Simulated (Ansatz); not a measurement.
Given:

Relaxed BN (zinc blende):

```
CELL_PARAMETERS angstrom
      0.00000     1.81236     1.81236
      1.81236     0.00000     1.81236
      1.81236     1.81236     0.00000
ATOMIC_POSITIONS crystal
  N  0.75000 0.75000 0.75000
  B  0.00000 0.00000 0.00000
```

In each cell atom 1 (N, nearest neighbour B at 1.570 Å; its periodic images, 2.6 Å or more away, move with it) moves by s·(0.000, 0.000, 1.000) (along Cartesian z), the rest being held.

Level of theory: PBE (plane waves to 420 eV, PAW, scalar-relativistic; Ansatz, an electronic-structure program). k mesh 13×13×13 (Γ-centred), Fermi-Dirac smearing 0.05 eV. E stands for the smeared free energy. BN was relaxed with its symmetry unable to fall. The zero of ΔE is the undisplaced structure.

The scan covers s from -0.310 to 0.310 Å in 11 points.

Is this a single well or a double well?

A single well with its minimum at or next to zero displacement.

Is the energy the same for equal positive and negative displacements?

Even: the same for both signs. With its periodic images moving along, the atom's site symmetry in this cell is -43m.

What force acts on the atom along the line at s = -0.310 Å?

5.86 eV/Å.

What is the force constant k = d²E/ds² of this move at s = 0?

23.6 eV/Å².

With two atoms in the cell this is the zone-centre optical mode. What wavenumber follows (transverse: no LO-TO term)?

1026 cm⁻¹.

(A displaced cell: forces are minus the slopes of the energy, force constants its curvatures, and phonons follow from these.)
